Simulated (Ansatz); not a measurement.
# KNi$_{2}$S$_{2}$: pressure against volume

KNi$_{2}$S$_{2}$, I4/mmm, a = 3.739 Å, c = 12.278 Å. The structure is a COD entry; whether it is the stable form wasn't checked. Ansatz: PBEsol, PAW, 420 eV, Γ-centred 14×14×14 mesh on 5 atoms, Gaussian smearing 0.10 eV; no spin polarisation. Shape and atoms are relaxed at each volume; pressure is positive in compression.

```tsv
V (Å³/atom)	P (GPa)
16.137	?
16.652	1.67
17.167	0.00
17.682	-1.31
18.197	-2.40
```

Task: Take V0 = 17.167 Å³/atom, fit the third-order Birch–Murnaghan form to the other rows, and predict the missing pressure.

Result: With the Eulerian strain f = ½[(V0/V)^(2/3) − 1] and y = P/[3f(1 + 2f)^(5/2)], the form is the line y = B0 + 1.5 B0 (B0′ − 4) f. Rows (f, y): 0.01026, 51.6; -0.00976, 47.0; -0.01905, 46.3. Means f = -0.006183, y = 48.300; Σ(Δf)² = 0.0004487, ΣΔfΔy = 0.08465; the slope is their ratio. y = 49.47 + 188.6 f GPa, so B0 = 49.5 GPa and B0′ = 4 + 2 × (188.6)/(3 × 49.47) = 6.54. At V = 16.137, f = 0.02106, y = 53.44 and P = 3.74 GPa. The run gave 3.67 GPa, so the fit is 0.07 GPa too high, 1.2 % of the span of the series, against an rms of 0.02 GPa on the fitted rows. The row lies outside the fitted range. The records show no cause, and too few rows are left to test a further term.

Spin polarisation was left out, and a magnetic state may lie lower.